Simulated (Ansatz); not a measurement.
LuAgO2 in space group R-3m (No. 166; Lu on 3b, Ag on 3a, O on 6c), plane-wave PAW PBE (Ansatz code), all energies at zero smearing, with the estimated change up to a 700 eV cutoff added, with one set of potentials and settings (totals compare only within such a set). Cell of 4 atoms (1 Lu, 1 Ag, 2 O): -23461.899 eV.

```
element                            reference phase  E (eV/atom)
-------  -----------------------------------------  -----------
Lu                   P6_3/mmc, 2 atoms in the cell  -14732.4262
Ag                       R-3m, 3 atoms in the cell   -7590.5531
O        C2/m, 4 atoms in the cell, spin-polarised    -565.0000
```

Formation energy per atom, worked out: (-23461.899 − 1×(-14732.4262) − 1×(-7590.5531) − 2×(-565.0000))/4 = -2.230 eV/atom (-215 kJ per mol of atoms), at 0 K, without zero-point energy or fitted corrections.

The first step of the workflow began from a Materials Project structure, measured or hypothetical; the Crystallography Open Database copy checked does not list it. Whether it is the stable phase at ambient conditions was not checked. Symmetry was held in the PBE relaxation; whether a distortion lowers the energy is not shown. The run is not spin-polarised. The references are the lowest solids computed at this level, not always the standard phases (solids in place of the gases). Spin–orbit coupling is left out wherever it is not named.

Potentials: the later of the program's two PAW sets.
